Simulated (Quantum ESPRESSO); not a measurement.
# IrTi3Sc3Al: input and log of a self-consistent run

Computed values, not a measurement. The program is pw.x of Quantum ESPRESSO 7.5 (plane-wave density functional theory). The cell is made up: eight metal atoms on a face-centred cubic lattice, with elements, volume, strain and displacements drawn at random and not relaxed, so it may be unstable or far from any real phase. PseudoDojo standard norm-conserving files set the functional (PBE unless stated); there is no spin polarisation or spin-orbit coupling, the Fermi-Dirac width of 0.25 eV means electrons at about 2900 K, and the masses in the input are unused placeholders. Heavy elements are run without spin-orbit coupling, which real alloys of them have. A spin test at this wide smearing found no moment, but such smearing suppresses magnetism that the real alloy may have.

Input:

```
&control calculation='scf', pseudo_dir='./dojo.nc.sr.pbe.v0_5.standard.upf', outdir='./o', disk_io='minimal', tprnfor=.true., tstress=.true. /
&system ibrav=0, nat=8, ntyp=4, nbnd=62, ecutwfc=84.00895049, nosym=.true., tot_charge=0,
 occupations='smearing', smearing='fd', degauss=0.0183746611
/
&electrons conv_thr=1.470e-08, electron_maxstep=70, mixing_beta=0.5 /
ATOMIC_SPECIES
Al 1.0 Al.upf
Ir 1.0 Ir.upf
Sc 1.0 Sc.upf
Ti 1.0 Ti.upf
CELL_PARAMETERS angstrom
0.0308 -2.1194 -2.1473
0.0719 4.2216 -4.2773
8.4548 0.0103 -0.1334
ATOMIC_POSITIONS angstrom
Ir -0.0343 -0.028 -0.0581
Ti 4.2473 0.0357 -0.0426
Sc 0.1341 2.1149 -2.1606
Ti 4.2691 2.0704 -2.2243
Al 2.127 -0.0196 -2.1258
Sc 6.3597 -0.0258 -2.2674
Sc 2.2251 2.0973 -4.3435
Ti 6.3689 2.1267 -4.3723
K_POINTS automatic
8 4 3 1 1 1
```

The log is shortened where brackets say so; the opening notice, blank lines, dates and the lines on written files are dropped, and the path of the files is cut. It prints rydbergs, bohrs and kilobars, and counts compression as positive stress. Its total energy is the free energy E - TS of the whole cell.

```
     Program PWSCF v.7.5
     Parallel version (MPI & OpenMP), running on       4 processor cores
     Number of MPI processes:                 4
     Threads/MPI process:                     1
     [start-up lines left out]
     bravais-lattice index     =            0
     lattice parameter (alat)  =       5.7017  a.u.
     unit-cell volume          =    1034.1862 (a.u.)^3
     number of atoms/cell      =            8
     number of atomic types    =            4
     number of electrons       =        89.00
     number of Kohn-Sham states=           62
     kinetic-energy cutoff     =      84.0090  Ry
     charge density cutoff     =     336.0358  Ry
     scf convergence threshold =      1.5E-08
     mixing beta               =       0.5000
     number of iterations used =            8  plain     mixing
     Exchange-correlation= PBE
                           (   1   4   3   4   0   0   0)
     [axes and pseudopotential details left out]
   Cartesian axes
     site n.     atom                  positions (alat units)
         1        Ir     tau(   1) = (  -0.0113680  -0.0092800  -0.0192560  )
         2        Ti     tau(   2) = (   1.4076799   0.0118320  -0.0141189  )
         3        Sc     tau(   3) = (   0.0444447   0.7009400  -0.7160863  )
         4        Ti     tau(   4) = (   1.4149051   0.6861913  -0.7371983  )
         5        Al     tau(   5) = (   0.7049502  -0.0064960  -0.7045525  )
         6        Sc     tau(   6) = (   2.1077913  -0.0085509  -0.7514829  )
         7        Sc     tau(   7) = (   0.7374635   0.6951068  -1.4395634  )
         8        Ti     tau(   8) = (   2.1108404   0.7048508  -1.4491086  )
     number of k points=    48  Fermi-Dirac smearing, width (Ry)=  0.0184
                       cart. coord. in units 2pi/alat
        k(    1) = (   0.0581034   0.0001074  -0.0870931), wk =   0.0416667
        k(    2) = (  -0.1798663   0.0004046  -0.0907999), wk =   0.0416667
     [further k points left out]
     Dense  grid:   107619 G-vectors     FFT dimensions: (  36,  72,  96)
     Estimated max dynamical RAM per process >     335.35 MB
     Estimated total dynamical RAM >       1.23 GB
     Initial potential from superposition of free atoms
     starting charge      88.9847, renormalised to      89.0000
     Starting wfcs are   74 randomized atomic wfcs
     total cpu time spent up to now is        5.4 secs
     per-process dynamical memory:   259.5 Mb
     Self-consistent Calculation
     iteration #  1     ecut=    84.01 Ry     beta= 0.50
     Davidson diagonalization with overlap
     ethr =  1.00E-02,  avg # of iterations =  2.4
     Threshold (ethr) on eigenvalues was too large:
     Diagonalizing with lowered threshold
     Davidson diagonalization with overlap
     ethr =  2.73E-04,  avg # of iterations =  5.4
     total cpu time spent up to now is       27.6 secs
     total energy              =    -881.46389737 Ry
     estimated scf accuracy    <       0.32258159 Ry
     iteration #  2     ecut=    84.01 Ry     beta= 0.50
     Davidson diagonalization with overlap
     ethr =  3.62E-04,  avg # of iterations = 10.8
     total cpu time spent up to now is       43.5 secs
     total energy              =    -880.91513791 Ry
     estimated scf accuracy    <      11.96279890 Ry
     iteration #  3     ecut=    84.01 Ry     beta= 0.50
     Davidson diagonalization with overlap
     ethr =  3.62E-04,  avg # of iterations =  8.6
     total cpu time spent up to now is       58.3 secs
     total energy              =    -881.49397627 Ry
     estimated scf accuracy    <       1.26027839 Ry
     iteration #  4     ecut=    84.01 Ry     beta= 0.50
     Davidson diagonalization with overlap
     ethr =  3.62E-04,  avg # of iterations =  3.8
     total cpu time spent up to now is       68.2 secs
     total energy              =    -881.54775790 Ry
     estimated scf accuracy    <       0.58719673 Ry
     iteration #  5     ecut=    84.01 Ry     beta= 0.50
     Davidson diagonalization with overlap
     ethr =  3.62E-04,  avg # of iterations =  1.5
     total cpu time spent up to now is       76.4 secs
     total energy              =    -881.57221812 Ry
     estimated scf accuracy    <       0.34826969 Ry
     [iterations 6 to 16 left out]
     iteration # 17     ecut=    84.01 Ry     beta= 0.50
     Davidson diagonalization with overlap
     ethr =  5.90E-09,  avg # of iterations =  2.5
     total cpu time spent up to now is      192.8 secs
     total energy              =    -881.59450203 Ry
     estimated scf accuracy    <       0.00000539 Ry
     iteration # 18     ecut=    84.01 Ry     beta= 0.50
     Davidson diagonalization with overlap
     ethr =  5.90E-09,  avg # of iterations =  1.0
     total cpu time spent up to now is      200.6 secs
     total energy              =    -881.59450238 Ry
     estimated scf accuracy    <       0.00000030 Ry
     iteration # 19     ecut=    84.01 Ry     beta= 0.50
     Davidson diagonalization with overlap
     ethr =  3.39E-10,  avg # of iterations =  7.6
     total cpu time spent up to now is      212.3 secs
     total energy              =    -881.59450243 Ry
     estimated scf accuracy    <       0.00000006 Ry
     iteration # 20     ecut=    84.01 Ry     beta= 0.50
     Davidson diagonalization with overlap
     ethr =  7.17E-11,  avg # of iterations =  4.5
     total cpu time spent up to now is      222.3 secs
     total energy              =    -881.59450244 Ry
     estimated scf accuracy    <       0.00000006 Ry
     iteration # 21     ecut=    84.01 Ry     beta= 0.50
     Davidson diagonalization with overlap
     ethr =  6.36E-11,  avg # of iterations =  1.2
     total cpu time spent up to now is      230.2 secs
     End of self-consistent calculation
     [lines on levels left out]
!    total energy              =    -881.59450245 Ry
     estimated scf accuracy    <          1.4E-09 Ry
     smearing contrib. (-TS)   =      -0.15641724 Ry
     internal energy E=F+TS    =    -881.43808520 Ry
     The total energy is F=E-TS. E is the sum of the following terms:
     one-electron contribution =    -358.53937484 Ry
     hartree contribution      =     205.96997434 Ry
     xc contribution           =    -146.77155777 Ry
     ewald contribution        =    -582.09712693 Ry
     convergence has been achieved in  21 iterations
     Forces acting on atoms (cartesian axes, Ry/au):
     atom    1 type  2   force =     0.00896100   -0.00548850    0.00634981
     atom    2 type  4   force =    -0.00857946   -0.00835932    0.00394409
     atom    3 type  3   force =    -0.01773201   -0.00347416    0.00471282
     atom    4 type  4   force =    -0.00097736    0.00610866   -0.00428063
     atom    5 type  1   force =    -0.00029636   -0.01183999    0.00770177
     atom    6 type  3   force =     0.02977382   -0.01585697    0.01792580
     atom    7 type  3   force =    -0.01831180    0.02364361   -0.02230242
     atom    8 type  4   force =     0.00716216    0.01526666   -0.01405124
     Total force =     0.065173     Total SCF correction =     0.000129
     Computing stress (Cartesian axis) and pressure
          total   stress  (Ry/bohr**3)                   (kbar)     P=      -24.93
  -0.00019899   0.00001797   0.00007236          -29.27        2.64       10.65
   0.00001797  -0.00016137   0.00015192            2.64      -23.74       22.35
   0.00007236   0.00015192  -0.00014796           10.65       22.35      -21.77
     init_run     :      4.99s CPU      5.18s WALL (       1 calls)
     electrons    :    223.71s CPU    224.85s WALL (       1 calls)
     forces       :      1.56s CPU      1.58s WALL (       1 calls)
     stress       :      5.34s CPU      5.34s WALL (       1 calls)
     [timing details left out]
     PWSCF        :   3m55.80s CPU   3m57.21s WALL
     JOB DONE.
```

In other units: free energy -11994.704 eV for the cell, pressure -2.49 GPa, largest force component 0.766 eV/Å in size. The run took 239 s of wall time with four MPI processes on a shared machine (Intel Xeon, 2023 or later, virtual cores), so the time is rough. A rerun of this cell at a higher cutoff and on a denser mesh moved values by no more than 0.002 eV in energy, 0.02 GPa in stress and 0.003 eV/Å in force, and a second program with other atomic files agreed on that cell to 2 % rms in force and 0.5 GPa in pressure.